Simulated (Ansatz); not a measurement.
GaP (CsCl type, Pm-3m) at seven volumes, PBE (plane waves, PAW; program Ansatz), scaled uniformly. One row is withheld.

```tsv
V (Å³/atom)	P (GPa)
15.152	8.43
15.651	?
16.151	2.39
16.650	0.00
17.150	-1.83
17.649	-3.47
18.149	-4.98
```

**Question.** Fit the shown pressures and predict the withheld one.

**Answer.** P = (3/2)B₀(x^(7/2) − x^(5/2))[1 + (3/4)(B′ − 4)(x − 1)] with x = (V₀/V)^(2/3). Least squares on the six rows gives V₀ = 16.667 Å³/atom, B₀ = 70.6 GPa, B′ = 4.70. At V = 15.651, x = 1.0428 and P = 5.15 GPa. The run itself gave 5.12 GPa.

A made-up cell: these elements were put on the sites of a structure type; neither database checked (COD, Materials Project) lists it. It is not the phase usual at ambient conditions (space group No. 216). The cell was relaxed with PBE under the symmetry of its start; its stability against distortions is not shown here. Spin–orbit coupling is left out wherever it is not named.

Potentials: the earlier of the program's two PAW sets.
